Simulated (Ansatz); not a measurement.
## Ansatz 0.2.0, single run: YCl2

Run with:

```bash
ansatz run input.yaml --threads 1 --pin off --max-ram 2560MiB --backend cpu --events-out ev --progress --plain --runs-dir out
```

The input file (Ansatz 0.2.0, plane waves):

```yaml
crystal:
  lattice:
    - [6.300741, 0.0, 0.0]
    - [0.0, 6.492591, 0.0]
    - [0.0, 0.0, 4.240884]
  atoms:
    - { symbol: "Y", position: [0.0, 0.0, 0.0] }
    - { symbol: "Y", position: [0.5, 0.5, 0.5] }
    - { symbol: Cl, position: [0.275, 0.325, 0.0] }
    - { symbol: Cl, position: [0.725, 0.675, 0.0] }
    - { symbol: Cl, position: [0.775, 0.175, 0.5] }
    - { symbol: Cl, position: [0.225, 0.825, 0.5] }
  symmetry: { tolerance: 0.0003 }
kpoints:
  mp_grid: { grid: [3, 3, 4], shift: [0, 0, 0] }
magnetization:
  spin_polarized: false
scf:
  occupations: { method: fermi_dirac }
  max_iter: 60
hamiltonian:
  pseudopotentials: { kind: paw }
  xc: pbe
  hubbard: { sites: [{ species: Cl, l: f, u_eff: 30.0 }] }
basis:
  ecutwfc: 420
output:
  forces: true
  stress: true
  eigenvalues: true
```

Origin of the cell: a known structure type with other elements, at an estimated volume, so it need not be a known compound.

Output:

```
Error: inconsistent input (hamiltonian.hubbard.sites[].l, hamiltonian.hubbard.sites[].shell): the file of Cl doesn't list 4f, and it can't be added: PBE doesn't bind the shell 4f of the free atom, whose level lies at +1.14 eV. Type an atom or ion with it (hamiltonian.pseudopotentials.projection_atoms), take another file or name another shell
```

Q: What went wrong?

A: It holds a U on a shell that isn't there: `hamiltonian.hubbard` typed as { sites: [{ species: Cl, l: f, u_eff: 30.0 }] }. The input was rejected before any iteration.
